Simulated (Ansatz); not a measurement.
# YCuP₂ in Ansatz, relaxation

input.yaml:

```yaml
crystal:
  lattice:
    - [2.68097, 2.709913, 0.0]
    - [2.68097, -2.709913, 0.0]
    - [0.0, 0.0, -9.825582]
  atoms:
    - { symbol: P, position: [0.25, 0.25, 0.0] }
    - { symbol: P, position: [0.75, 0.75, 0.0] }
    - { symbol: Cu, position: [0.25, 0.25, 0.5] }
    - { symbol: Cu, position: [0.75, 0.75, 0.5] }
    - { symbol: "Y", position: [0.25, 0.75, 0.76584] }
    - { symbol: "Y", position: [0.75, 0.25, 0.23416] }
    - { symbol: P, position: [0.25, 0.75, 0.3414] }
    - { symbol: P, position: [0.75, 0.25, 0.6586] }
  symmetry: { tolerance: 0.0003 }
kpoints:
  mp_grid: { grid: [6, 6, 2], shift: [0, 0, 0] }
magnetization:
  spin_polarized: false
scf:
  occupations: { method: cold, width: 0.0168 }
  lower_state_search: "off"
hamiltonian:
  pseudopotentials: { kind: paw }
  xc: r2scan
  hubbard:
    projectors: all-electron-ortho-atomic
    sites: [{ species: "Y", l: d, u_eff: 6.39 }]
basis:
  ecutwfc: 500
  fft_grid_basis: typed
relax:
  max_steps: 80
  cell: { p_target: 0.0 }
  f_tol: 0.03
output:
  forces: true
  stress: true
  eigenvalues: true
  bader: true
  populations: true
  elf: true
  write_potential: true
  volumetric_format: npy
  dos:
    e_range: [-12, 8]
    de: 0.05
    projected: { site_lists: { Cu: [Cu], P: [P], "Y": ["Y"] } }
checkpoint:
  read: saved_state
```

Run with:

```bash
ansatz run input.yaml --threads 2 --pin off --max-ram 2560MiB --backend cpu --events-out ev --progress --plain --runs-dir out
```

Origin of the cell: a database entry, scaled a little.

The saved state is a converged single point of the same cell.

Excerpt of the output:

```
SCF iter   1: F=—  HF=-24016.559307 eV  Δρ=6.33e-3  dr2=3.62e-1  dr2_τ=4.60e-3
SCF iter   2: F=—  HF=-24016.554422 eV  S|Δr|=    0.00e0  Δρ=5.97e-3  dr2=3.86e-2  dr2_τ=8.87e-4
SCF iter   3: F=—  HF=-24016.552073 eV  S|Δr|=    0.00e0  Δρ=4.32e-3  dr2=2.73e-2  dr2_τ=3.57e-4  defer=70
SCF iter   4: F=—  HF=-24016.547840 eV  S|Δr|=    0.00e0  Δρ=8.58e-4  dr2=2.99e-3  dr2_τ=4.86e-5  defer=70
SCF iter   5: F=—  HF=-24016.547975 eV  S|Δr|=    0.00e0  Δρ=4.76e-4  dr2=1.73e-3  dr2_τ=1.72e-5  defer=70
SCF iter   6: F=—  HF=-24016.547830 eV  S|Δr|=    0.00e0  Δρ=1.82e-4  dr2=2.83e-4  dr2_τ=1.39e-6  defer=68
SCF iter   7: F=—  HF=-24016.547783 eV  S|Δr|=    0.00e0  Δρ=5.44e-5  dr2=3.42e-5  dr2_τ=5.40e-8  defer=68
SCF iter   8: F=—  HF=-24016.547769 eV  S|Δr|=    0.00e0  Δρ=2.67e-5  dr2=5.22e-6  dr2_τ=1.00e-8  defer=68
SCF iter   9: F=—  HF=-24016.547769 eV  S|Δr|=    0.00e0  Δρ=1.29e-5  dr2=1.61e-6  dr2_τ=4.18e-9  defer=68
SCF iter  10: F=-24016.547768 eV  HF=-24016.547768 eV  S|Δr|=    0.00e0  Δρ=1.70e-6  dr2=4.69e-9  dr2_τ=1.58e-10
relax step   1: F+E_penalty+E_count = -24016.547768 eV  Δ(F+E_penalty+E_count) = +0.000e0 eV  max|allowed force component| = 1.064e0 eV/Å  Δτ_max = 0.0000 Å  P = +1.776 GPa  Ω = 142.770 Å³  ( […]
relax step   2: F+E_penalty+E_count = -24016.751416 eV  Δ(F+E_penalty+E_count) = -2.036e-1 eV  max|allowed force component| = 5.312e-2 eV/Å  Δτ_max = 0.1208 Å  P = -2.002 GPa  Ω = 149.929 Å³ […]
relax step   3: F+E_penalty+E_count = -24016.771968 eV  Δ(F+E_penalty+E_count) = -2.055e-2 eV  max|allowed force component| = 7.288e-2 eV/Å  Δτ_max = 0.0081 Å  P = -0.523 GPa  Ω = 147.311 Å³ […]
relax step   4: F+E_penalty+E_count = -24016.773658 eV  Δ(F+E_penalty+E_count) = -1.690e-3 eV  max|allowed force component| = 4.841e-2 eV/Å  Δτ_max = 0.0113 Å  P = +0.111 GPa  Ω = 146.387 Å³ […]
relax step   5: F+E_penalty+E_count = -24016.774233 eV  Δ(F+E_penalty+E_count) = -5.750e-4 eV  max|allowed force component| = 7.950e-3 eV/Å  Δτ_max = 0.0052 Å  P = +0.008 GPa  Ω = 146.506 Å³ […]
relax step   6: F+E_penalty+E_count = -24016.775590 eV  Δ(F+E_penalty+E_count) = -1.358e-3 eV  max|allowed force component| = 7.504e-3 eV/Å  Δτ_max = 0.0000 Å  P = +0.012 GPa  Ω = 146.506 Å³  stress off target by 4.56e-2 GPa […]
SCF 6 converged in 8 iterations: F = -24016.775590 eV  dr2 = 5.62e-12
basis re-selected at this cell: Δ(F+E_penalty+E_count) = -1.358e-3 eV, ΔP = +0.004 GPa vs the last step (what re-selecting the basis moved, of the pressure what is left beyond the Pulay corre […]
SCF converged after 8 iterations
Stability not checked: this state was not tested for a lower state beside it, because cold or Methfessel-Paxton smearing, or corrected tetrahedra, fill the levels in a way that the test cannot read (fill_not_monotonic; […]
Free energy (F): -24016.775590 eV
Harris-Foulkes:  -24016.775590 eV  (|F-HF|=0.00e0)
Internal energy: -24016.775461 eV  (E = F + TS)
E sigma→0 (E₀):  -24016.775547 eV
Entropy (-TS):   -0.000129 eV (-0.016 meV/atom)
Fermi energy:    11.768717 eV
--- Per-component energies (eV) ---
  E_band       = -1110.259899
  E_kinetic    = 1485.311924
  E_local      = -17990.612981  (includes V_loc(G=0)·N_el)
  E_nonlocal   = 1029.229181
  E_hartree    = 8192.610772
  E_xc         = -739.901196
  E_vxc        = -956.346175  (∫ρ·V_xc dr)
  E_hubbard    = 8.343602  (on-site DFT+U / exact-exchange correction)
  E_vhub       = 6.774470  (the Hubbard potential's part of the band-sum identity)
  E_paw        = -11348.004976  (= ΣΔE_a)
  E_vpaw       = -1123.164817  (= ΣTr[D̂ρ^β])
  E_aug_tail   = 0.000311  (compensation charges beyond the density's cutoff)
  E_vtau       = 53.326900  (kinetic-family band-sum trace: ∫τ·v_τ [+ j·A + Jᵃ·Aᵃ] dr)
  E_ewald      = -4652.478608
  E_core_change = -1.273492  (= ΣΔE_core)
  E_smearing   = -0.000129  (= −TS)
  Σ components = -24016.775590   (vs F -24016.775590, Δ=0.00e0)
--- Forces (eV/Å), atoms counted from 1 ---
  atom   1  P      0.000000     0.000000     0.000000
  atom   2  P     -0.000000     0.000000    -0.000000
  atom   3  Cu    -0.000000     0.000000    -0.000000
  atom   4  Cu    -0.000000     0.000000     0.000000
  atom   5  Y     -0.000000     0.000000     0.007504
  atom   6  Y     -0.000000     0.000000    -0.007504
  atom   7  P      0.000000     0.000000     0.003385
  atom   8  P     -0.000000     0.000000    -0.003385
  max |Σ_I F_I| component: 0.0 eV/Å
--- Stress (GPa, compression-positive) ---
        0.045634      -0.000000       0.000000
       -0.000000      -0.039520      -0.000000
        0.000000      -0.000000       0.030838
  P = ⅓ Tr σ = 0.0123 GPa (0.123 kbar)
Occupation matrices written to <dir>
--- Relaxed structure (5 steps of the walk, 5 accepted, 1 SCFs on fresh bases) ---
  F+E_penalty+E_count = -24016.775590 eV   max|allowed force component| = 7.504e-3 eV/Å   (the final SCF, on the basis selected at the relaxed cell)
  cell:  # Å, volume = 146.5062 Å³
    - [2.675604, 2.678527, 0.0]
    - [2.675604, -2.678527, 0.0]
    - [0.0, 0.0, -10.221349]
  atoms:
    - { symbol: P, position: [0.250000, 0.250000, 0.0] }
    - { symbol: P, position: [0.750000, 0.750000, 0.0] }
    - { symbol: Cu, position: [0.250000, 0.250000, 0.5] }
    - { symbol: Cu, position: [0.750000, 0.750000, 0.5] }
    - { symbol: Y, position: [0.25, 0.750000, 0.767501] }
    - { symbol: Y, position: [0.750000, 0.25, 0.232499] }
    - { symbol: P, position: [0.25, 0.750000, 0.353493] }
    - { symbol: P, position: [0.750000, 0.25, 0.646507] }
--- Löwdin populations: 8 sites ---
  site symbol       q [e]
     0      P      5.3099
     1      P      5.3099
     2     Cu     18.4108
     3     Cu     18.4108
     4      Y     10.0370
     5      Y     10.0370
     6      P      5.9478
     7      P      5.9478
  spilling = 0.007363 (of n_electrons = 80.000000)
--- Bader charges: 8 sites ---
  site symbol  charge [e]  shift [e]
     0      P     -0.8155     0.0000
     1      P     -0.8155     0.0000
     2     Cu      0.2050     0.0050
     3     Cu      0.2051     0.0050
     4      Y      2.1226     0.0000
     5      Y      2.1226     0.0000
     6      P     -1.5122     0.0050
     7      P     -1.5122     0.0050
  estimated error of the sums over rays = 5.5e-4 e
```

The starting structure.

Space group Cmme (No. 67); the run's cell has a = 3.812 Å, b = 3.812 Å, c = 9.826 Å, α = 90.00°, β = 90.00°, γ = 90.62°. Shortest distances: Cu–P 2.46 Å, P–P 2.68 Å, Cu–Cu 2.68 Å, P–Y 2.88 Å, Cu–Y 3.23 Å.

The relaxed structure.

Space group P4/nmm (No. 129); the run's cell has a = 3.786 Å, b = 3.786 Å, c = 10.221 Å, α = 90.00°, β = 90.00°, γ = 90.06°. Shortest distances: Cu–P 2.41 Å, P–P 2.68 Å, Cu–Cu 2.68 Å, P–Y 2.95 Å, Cu–Y 3.33 Å.

| Item | Value |
| --- | --- |
| Free energy lowered by | 28.5 meV/atom |
| Volume change | 2.62 % |
| Final pressure | 0.01 GPa |
| Relaxation steps listed | 6 |

Caveats: no moments, though an odd count or open d shells may carry them; the k mesh is coarse if the cell is a metal; the relaxation held the start's symmetry, so the end may be a saddle point.

It ran for 110 s on 2 threads of Arm Neoverse V2 (shared host), peak memory 0.99 GiB, from a saved density.
